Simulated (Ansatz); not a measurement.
Mo (bcc, W type)

```yaml
crystal:
  lattice:
    - [-1.58037, 1.58037, 1.58037]
    - [1.58037, -1.58037, 1.58037]
    - [1.58037, 1.58037, -1.58037]
  atoms:
    - { symbol: Mo, position: [0.00000, 0.00000, 0.00000] }
```

Two coordinates are scanned: the volume, and the ratio of the stretch along z (the conventional c axis) to the stretch across it. Atoms keep their fractional coordinates.

All values below come from PBE (plane waves to 420 eV, PAW, scalar-relativistic; Ansatz, a first-principles code). k mesh 21×21×21 (Γ-centred), Fermi-Dirac smearing 0.05 eV. Compression counts positive. With partly filled bands, the response to shear is sensitive to the k mesh, so small differences along c/a are uncertain. Mo is run without spin polarisation. Mo was relaxed with its symmetry unable to fall. The last digit holds for this mesh only.

Changes of σxx (GPa) from the point V/V₀ = 1.000, (c/a)/(c/a)₀ = 1.000 when one coordinate moves alone (two changes are said to add if the coupling is within 5 % of the smaller one, nearly so within 20 %):

```
point                               change
----------------------------------  ------
V/V₀ = 1.000, (c/a)/(c/a)₀ = 0.880   -8.92
V/V₀ = 1.000, (c/a)/(c/a)₀ = 0.920   -7.30
V/V₀ = 1.000, (c/a)/(c/a)₀ = 0.960   -3.86
V/V₀ = 0.920, (c/a)/(c/a)₀ = 1.000   25.85
V/V₀ = 0.947, (c/a)/(c/a)₀ = 1.000   15.98
V/V₀ = 0.973, (c/a)/(c/a)₀ = 1.000    7.43
V/V₀ = 1.027, (c/a)/(c/a)₀ = 1.000   -6.46
V/V₀ = 1.053, (c/a)/(c/a)₀ = 1.000  -12.06
V/V₀ = 1.080, (c/a)/(c/a)₀ = 1.000  -16.93
V/V₀ = 1.000, (c/a)/(c/a)₀ = 1.040    3.99
V/V₀ = 1.000, (c/a)/(c/a)₀ = 1.080    7.80
V/V₀ = 1.000, (c/a)/(c/a)₀ = 1.120   10.74
```

Q: Do the two effects add at V/V₀ = 1.053, (c/a)/(c/a)₀ = 1.120? Give the computed change.

A: The sum of the single changes is -12.06 + (10.74) = -1.32; the calculation gives -2.38, so the coupling contributes -1.06 (under 20 % of the smaller single change, nearly additive).

Q: What is the change at V/V₀ = 0.947, (c/a)/(c/a)₀ = 0.960, where both move, and how far is it from the sum?

A: The sum of the single changes is 15.98 + (-3.86) = 12.12; the calculation gives 11.57, so the coupling contributes -0.55 (under 20 % of the smaller single change, nearly additive).

Q: What is the change at V/V₀ = 1.027, (c/a)/(c/a)₀ = 0.960, where both move, and how far is it from the sum?

A: The sum of the single changes is -6.46 + (-3.86) = -10.32; the calculation gives -10.06, so the coupling contributes 0.26 (under 20 % of the smaller single change, nearly additive).

(Under strain, the slope of the energy per volume gives the stress and its curvature an elastic modulus.)
